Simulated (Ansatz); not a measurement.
This run works on a generated trial structure, not on a known crystal.

Input and command of a plane-wave DFT calculation in Ansatz:

```yaml
crystal:
  lattice:
    - [2.8590088788, -4.8329652705, 0.0]
    - [2.8590088788, 4.8329652705, 0.0]
    - [0.0, 0.0, 4.3716298702]
  atoms:
    - { symbol: Yb, position: [0.5, 0.5, 0.0] }
    - { symbol: Nb, position: [0.0, 0.5, 0.5] }
    - { symbol: Nb, position: [0.5, 0.0, 0.5] }
    - { symbol: W, position: [0.1622340996, 0.8377659004, 0.0] }
    - { symbol: W, position: [0.8377659004, 0.1622340996, 0.0] }
    - { symbol: W, position: [0.0, 0.0, 0.5] }
basis:
  ecutwfc: 420
kpoints:
  mp_grid: { grid: [8, 8, 8] }
hamiltonian:
  xc: pbe
scf:
  occupations: { method: gaussian, width: 0.1 }
output:
  forces: true
  stress: true
  eigenvalues: true
  write_density: true
  write_potential: true
  elf: true
  volumetric_format: npy
relax:
  adjacent_minimum: "off"
  f_tol: 0.01
  max_steps: 80
  cell: { stress_tol: 0.05 }
```

```bash
ansatz run input.yaml --threads 1 --pin off --max-ram 2560MiB --backend cpu --events-out ev --progress --plain --runs-dir out
```

Processor: AMD EPYC 9R14 (Zen 4), 1 thread, on a host shared with other jobs.

Q: Estimate time, memory and problem size.

A: About 120 s, peak memory 0.82 GiB. It solves 56 bands at 105 k points (after reduction by symmetry) with about 2367 plane waves (on the last cell), in 36 SCF iterations over 4 ionic steps.
